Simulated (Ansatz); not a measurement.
Al₂ZnSe₄:
```
Al2ZnSe4
1.0
   -2.75819     2.75819     5.41354
    2.75819    -2.75819     5.41354
    2.75819     2.75819    -5.41354
Al Zn Se
2 1 4
Cartesian
  2.75819   0.00000   2.70677
  0.00000   0.00000   5.41354
  0.00000   0.00000   0.00000
  1.42690  -1.28913   6.85975
  1.46906   1.33129  -1.44621
  1.33129   4.04732   1.44621
  1.28913   1.42690   3.96732
```

Relaxed with PBEsol.

Q: Map the electron localisation function on the plane through (0.500, 0.500, 0.000) spanned by u = [1, 1, 0] and v = [-1, 1, 1] in lattice vectors, from DFT-PBEsol in the program Ansatz with PAW potentials.

A: x is the fraction of u, y of v (the angle between them is 122°; rows are the nearest grid lines); atoms in the plane: Al at (0.00, 0.00), Zn at (0.50, 0.00), Se at (0.12, 0.51), Se at (0.61, 0.49).
```
|   :-:.       ....    ....       .:-:   |
| =##+=:.     ...:.  .::-:.      .:==.   |
|#@%%#*=:.   ..:.:...::=+=:.    .:-==:.:#|
|@@%%%%#-.  .:::...:-####*=:. ..:----=*%@|
|%@@@@@*:   .....:-*#%%%%#*-:.......:=#%%|
|@@@@@#-        .-*##%@@@%+-:..    .-*#%@|
|@@@@%=.        :=*##@@@@#=::..    .=*%%@|
|@@#=.  .:::.  .:=*##@@#=:---:..   .=*%%@|
|-.  -#%%%#*=....-=+++--+#%##*+-.  .:=++-|
| .+%@@@@%%#+:.  ....-*%@@%%%##+:.       |
|.+%@@@%#%%#+:.     .+%@@%%%%%#+:.      .|
|#%@%=.:*%%*=.     .-%@%+:=#%%#=.      -#|
|%@%+:=#%%#=.      -#@%=.:*%%*=.     .-*%|
|@@%%%%%#+:.      .+%@@%#%%#+:.     .:+%@|
|@@%%%##+:.       .+%@@@%%#+:.  ....:-*%@|
|%##*+-.  .:=++-.  -#%%#*=....-=++*+--+#%|
|-:..   .=*%%@@#=.  .::.  .:=*##%@@#=:---|
|.    .=*%%@@@@%=.       :=*##%@@@@#=::..|
|    .-*#%@@@@@#-       .-*##%%@@@%+-:.. |
|...:=#%%@@@@@*:   ....:-*#%%%%%#*-:.....|
|--=*%@@%%%%#-.  .:::..::+####*=:. ..:---|
|:.:#@%%#*=:.   ..:.:...::=+=:.    .:-==:|
|   =##+=:.     ...:.  .::-:.      .:==. |
|   :-:.       ....    ....       .:-:   |
```
Scale: ten equal steps from 0.000 (start of ' ') to 0.888 (end of '@'), in the order ' .:-=+*#%@'; x runs from 0.000 to 1.00, y from 0.000 (bottom) to 1.00 (top).

The density is the valence pseudo-density with augmentation charge, so density and ELF within about 1 Å of a nucleus are not all-electron values.

Space group I-4. The workflow started from a Materials Project entry (that database holds measured and hypothetical structures alike); the Crystallography Open Database files this formula in space group No. 82, but the cells were not matched. Whether it is the stable phase at ambient conditions was not checked. Symmetry was held in the PBEsol relaxation; whether a distortion lowers the energy is not shown.

Potentials: the later of the program's two PAW sets.
